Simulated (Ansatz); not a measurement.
## NaSi$_{2}$P$_{3}$: zone-centre modes

All numbers below come from Ansatz, DFT PBE, scalar-relativistic, plane waves, PAW. Settings: 420 eV plane-wave cutoff, Γ-centred 12×12×12 mesh, Gaussian smearing of 0.10 eV. No spin polarisation. Phonons by linear response, acoustic sum rule imposed.

Relaxed structure:
```yaml
crystal:
  lattice:
    - [-1.83092, 1.83092, 9.66949]
    - [1.83092, -1.83092, 9.66949]
    - [1.83092, 1.83092, -9.66949]
  atoms:
    - { symbol: Na, position: [0.00000, 0.00000, 0.00000] }
    - { symbol: Si, position: [0.32420, 0.32420, 0.00000] }
    - { symbol: Si, position: [0.67580, 0.67580, 0.00000] }
    - { symbol: P, position: [0.25000, 0.75000, 0.50000] }
    - { symbol: P, position: [0.61081, 0.11081, 0.50000] }
    - { symbol: P, position: [0.88919, 0.38919, 0.50000] }
```

The structure comes from a generated guess, relaxed at this level; another structure or a mixture of phases may lie lower. In a metal, frequencies depend on the k mesh and the smearing, soft modes most.

Optical modes at Γ:
```
frequency (THz)  degeneracy
           1.43           2
           3.77           2
           5.03           2
           6.26           1
           6.55           1
          11.01           1
          11.61           2
          13.98           2
          14.63           1
          14.88           1
```

All 15 optical modes at Γ are real: no displacement of atoms at fixed cell lowers the energy to second order. Strains and modes at other wave vectors aren't tested by this run.
